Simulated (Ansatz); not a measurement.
# SrAl₃ (AuCu3-type structure): a workflow

Method: PBE, scalar-relativistic; no spin polarisation; PAW, 420 eV, 8×8×8 k-mesh, Gaussian smearing of 0.05 eV; code Ansatz. The datasets are Ansatz's generated set soft_2.

The structure was built from a prototype; whether the compound forms in it isn't claimed.

Starting cell:

```
Sr Al
1.0
     4.46775    0.00000    0.00000
     0.00000    4.46775    0.00000
     0.00000    0.00000    4.46775
Sr Al
1 3
Direct
  0.00000 0.00000 0.00000
  0.00000 0.50000 0.50000
  0.50000 0.50000 0.00000
  0.50000 0.00000 0.50000
```

The runs in order:

```tsv
run	level	k-mesh	kind	V (Å³/atom)	P (GPa)	E − E(final) (meV/atom)	gap on the mesh (eV)
1	PBE	8×8×8	fixed cell	22.29	0.2	0.0	metal
2	PBE	8×8×8	fixed cell	22.38	0.0	0.0	metal
```

Cell and atoms are those of this level's equilibrium.

The final structure (symmetry read at 0.01 Å). The structure is cubic, space group Pm-3m (No. 221). The conventional cell has a = 4.474 Å, b = 4.474 Å, c = 4.474 Å, α = 90.00°, β = 90.00°, γ = 90.00°. Around Sr (site symmetry m-3m) lie 12 Al at 3.16 Å. Al (site symmetry 4/mmm) has 4 Sr at 3.16 Å and 8 Al at 3.16 Å as nearest neighbours. (Neighbours are counted to 15 % beyond the shortest distance.)

- At the final geometry the gap, band path included, is zero (metallic).
- The equation of state gives B0 = 47 GPa and B0′ = 4.9.
- Against the elements' standard states, run alike and uncorrected, the formation energy is 0.01 eV/atom.

**Why it comes out so.**

The calculation's cell holds 19 valence electrons, an odd number. Without magnetic order each band takes two, so one stays part-filled and the crystal must be a metal.
